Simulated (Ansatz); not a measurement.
Relaxed-ion elastic tensor of KF (rock salt, Fm-3m) in GPa (Voigt order), plane-wave PAW LDA (Ansatz code); density 2.81 g/cm³, 17.20 Å³ per atom.

```json
[
 {"": "1", "1": "96.4", "2": "17.4", "3": "17.4", "4": "0.0", "5": "0.0", "6": "0.0"},
 {"": "2", "1": "17.4", "2": "96.4", "3": "17.4", "4": "0.0", "5": "0.0", "6": "0.0"},
 {"": "3", "1": "17.4", "2": "17.4", "3": "96.4", "4": "0.0", "5": "0.0", "6": "0.0"},
 {"": "4", "1": "0.0", "2": "0.0", "3": "0.0", "4": "13.5", "5": "0.0", "6": "0.0"},
 {"": "5", "1": "0.0", "2": "0.0", "3": "0.0", "4": "0.0", "5": "13.5", "6": "0.0"},
 {"": "6", "1": "0.0", "2": "0.0", "3": "0.0", "4": "0.0", "5": "0.0", "6": "13.5"}
]
```

### Question
Is the crystal mechanically stable?

### Answer
Yes: the smallest eigenvalue of C is 13.5 GPa.

### Question
Work out the Voigt, Reuss and Hill averages.

### Answer
K_V = 43.7, K_R = 43.7, K_H = 43.7; G_V = 23.9, G_R = 18.4, G_H = 21.1 GPa.

### Question
Give Young's modulus, Poisson's ratio, Pugh's ratio and the universal anisotropy index.

### Answer
E = 9KG/(3K + G) = 54.6 GPa; ν = 0.29; K/G = 2.07 (ductile by the Pugh limit of 1.75); A_U = 5G_V/G_R + K_V/K_R − 6 = 1.51.

### Question
Estimate the sound speeds and the Debye temperature.

### Answer
v_l = √((K + 4G/3)/ρ) = 5060 m/s, v_t = √(G/ρ) = 2750 m/s, mean 3060 m/s; Θ = (h/k)(3n/4πV)^(1/3) v_m = 353 K.

### Question
Give the Zener ratio and Young's modulus along [100], [110] and [111].

### Answer
A = 2C44/(C11 − C12) = 0.34; 1/E = S11 − 2(S11 − S12 − S44/2)Γ with Γ = 0, 1/4, 1/3 gives 91.1, 43.3, 36.8 GPa.

### Question
Solve the Christoffel equation for the three sound speeds along [100], [110], [111].

### Answer
Eigenvalues of C_ijkl n_j n_l equal ρv². In km/s, slowest first: [100] 2.20, 2.20, 5.86; [110] 2.20, 3.75, 5.01; [111] 3.32, 3.32, 4.69.

Symmetry was held in the LDA relaxation; phonons on a q-mesh show no instability.

Potentials: the later of the program's two PAW sets.
